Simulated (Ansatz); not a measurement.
Consider the following.

Rb₂TlInCl₆:
```xyz
10
Lattice="0.0000 5.3505 5.3505 5.3505 0.0000 5.3505 5.3505 5.3505 0.0000" Properties=species:S:1:pos:R:3 pbc="T T T"
Rb     8.0257     8.0257     8.0257
Rb     2.6752     2.6752     2.6752
Tl     5.3505     5.3505     5.3505
In     0.0000     0.0000     0.0000
Cl     2.4830     5.3505     5.3505
Cl     8.2180     5.3505     5.3505
Cl     5.3505     2.4830     5.3505
Cl     5.3505     8.2180     5.3505
Cl     5.3505     5.3505     2.4830
Cl     5.3505     5.3505     8.2180
```

This is the LDA-relaxed structure.

Task: All from the program Ansatz at the LDA level (PAW), unless another level is named. Give the bulk modulus (Birch–Murnaghan fit).

Result: 26.6 GPa.

Task: Give the highest zone-centre frequency (without LO–TO term).

Result: 36.4 meV.

Space group Fm-3m. The workflow started from a Materials Project entry (that database holds measured and hypothetical structures alike); the Crystallography Open Database copy checked does not list it. Its standing as an ambient phase is unchecked. Symmetry was held in the LDA relaxation. At this level the phase is dynamically unstable (imaginary phonons). Spin–orbit coupling is left out wherever it is not named.

Potentials: the later of the program's two PAW sets.
